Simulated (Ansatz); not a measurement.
The end of the path is a generated cell of SiRh2: the first start was made by placing the elements on the sites of a structure type, and the end was not matched to a known phase here, so it may be hypothetical.

A geometry of SiRh$_{2}$ away from equilibrium: the start of the relaxation of a generated cell, SiRh2 built in the AFLOW prototype AB2_cF48_227_c_e (as in Ti2C). All values below come from r2SCAN (plane waves to 500 eV, PAW, scalar-relativistic; Ansatz, a program for electronic structure). Γ-centred k-mesh 6×6×6 on the run's cell, Fermi–Dirac smearing 0.05 eV.

```xyz
12
Lattice="0.0000 4.3305 4.3305 4.3305 0.0000 4.3305 4.3305 4.3305 0.0000" Properties=species:S:1:pos:R:3:forces:R:3 pbc="T T T" free_energy=-53875.541 pressure_GPa=48.5
Si     5.4131     5.4131     5.4131    0.0000    0.0000    0.0000
Si     5.4131     3.2479     3.2479    0.0000    0.0000    0.0000
Si     3.2479     5.4131     3.2479    0.0000    0.0000    0.0000
Si     3.2479     3.2479     5.4131    0.0000    0.0000    0.0000
Rh     7.5351     7.5351     7.5351    3.1461    3.1461    3.1461
Rh     7.5351     5.4564     5.4564    3.1461   -3.1461   -3.1461
Rh     5.4564     7.5351     5.4564   -3.1461    3.1461   -3.1461
Rh     5.4564     5.4564     7.5351   -3.1461   -3.1461    3.1461
Rh     3.2912     3.2912     3.2912   -3.1461   -3.1461   -3.1461
Rh     3.2912     5.3698     5.3698   -3.1461    3.1461    3.1461
Rh     5.3698     3.2912     5.3698    3.1461   -3.1461    3.1461
Rh     5.3698     5.3698     3.2912    3.1461    3.1461   -3.1461
```

Positions in Å, forces in eV/Å, free energy of the cell in eV (comparable only within this code, potentials and settings). Largest force: 5.45 eV/Å, on Rh5, Rh6, Rh7, Rh8, Rh9, Rh10, Rh11, Rh12 (atoms numbered as listed); the geometry lies 0.56 eV/atom above the end of its relaxation.

No spin polarisation in the result.

The run could not lose the symmetry of its start, so the end can be a saddle point.
